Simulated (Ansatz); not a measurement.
Here is an unrelaxed guess for B3N2.

```cif
data_structure
_symmetry_space_group_name_H-M 'P-62m'
_symmetry_Int_Tables_number 189
_cell_length_a 3.3975
_cell_length_b 3.3975
_cell_length_c 5.1534
_cell_angle_alpha 90.000
_cell_angle_beta 90.000
_cell_angle_gamma 120.000
_cell_volume 51.52
loop_
_atom_site_label
_atom_site_type_symbol
_atom_site_symmetry_multiplicity
_atom_site_Wyckoff_symbol
_atom_site_fract_x
_atom_site_fract_y
_atom_site_fract_z
_atom_site_occupancy
B1 B 3 f 0.31694 0.00000 0.00000 1
N1 N 2 e 0.00000 0.00000 0.74630 1
```

Method: Ansatz 0.2.0, DFT PBE, scalar-relativistic, plane waves, PAW. Plane waves to 420 eV, a k mesh through Γ of 6×6×4 on the computed 5-atom cell and Gaussian smearing (0.10 eV); no spin polarisation.

Energies over the elements count from the elements' standard structures at the same level (N₂ as a molecule), with no fitted energy shifts.

Q: How far from equilibrium is it?

A: The pressure is -18.6 GPa (the mean over three directions, positive in compression), the largest force is 5.27 eV/Å, and the energy is +0.96 eV/atom against the elements. The shortest distance is 1.69 Å.

Q: How much does it gain on relaxing, and where does it end?

A: Relaxing gains about 0.37 eV/atom (the start's value is from the coarse mesh, so the gain is rough) in 25 ionic steps and ends at +0.59 eV/atom on the finer mesh. The symmetry stays P-62m (No. 189). The volume per atom shrinks by 14.3 %, from 10.3 to 8.8 Å³. The shortest distance goes from 1.69 Å (B–N) to 1.55 Å (B–N). The ratio c/a of the conventional cell changes by a factor of 0.82. Conventional cell: a = 3.447 Å, c = 4.288 Å. B is surrounded by 2 N at 1.55 Å and 6 B at 1.99–2.00 Å; N has 3 B at 1.55 Å.

The last run used a 12×12×10 mesh (in the run's order of axes) for its 5-atom cell and Gaussian smearing of 0.10 eV. No dispersion correction is applied, so the spacing and binding between layers, chains or molecules are poorly described. An odd number of electrons in the primitive cell allows no gap without spin; a larger cell or a magnetic state could open one. The cell is a metal run without spin; a magnetic state may lie lower. The relaxation can't lower the symmetry of the start. A later test with randomly moved atoms came back to the same energy, though modes that don't fit the test's cell weren't probed. Another cell of B3N2 relaxed alike, in R32, lies 0.87 eV/atom lower, so this cell isn't the stable form at this level.
